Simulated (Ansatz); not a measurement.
SrO (rock salt, space group No. 225), plane-wave PAW PBEsol (Ansatz code). The conduction-band minimum lies at X, with 3 equivalent valleys. Second derivatives d²E/dk² of the lowest band at one valley (eV·Å²), along Cartesian directions:

| direction | d²E/dk² |
|---|---|
| [100] | 6.314 |
| [010] | 19.58 |
| [001] | 19.58 |
| [110] | 12.95 |
| [101] | 12.95 |
| [011] | 19.58 |

### Question
Find the principal effective masses, the density-of-states mass and the conductivity mass.

### Answer
Off-diagonal terms follow from H_xy = H[110] − (H_xx + H_yy)/2, and m*/mₑ = 7.620 eV·Å² over each eigenvalue: 0.39, 0.39, 1.2. One valley's DOS mass (m₁m₂m₃)^(1/3) = 0.57, conductivity mass 3/(Σ 1/mᵢ) = 0.50 mₑ.

### Question
What effective density of states Nc follows at 300 K for parabolic valleys?

### Answer
Nc = 2.509e19 × 3 × (0.57)^(3/2) ≈ 3.2e19 cm⁻³.

Space group Fm-3m (rock salt). The PBEsol relaxation kept the symmetry of its start. Spin–orbit coupling is left out wherever it is not named.

Potentials: the later of the program's two PAW sets.

Edges and masses are those of Kohn–Sham bands, whose gap is no quasiparticle gap.
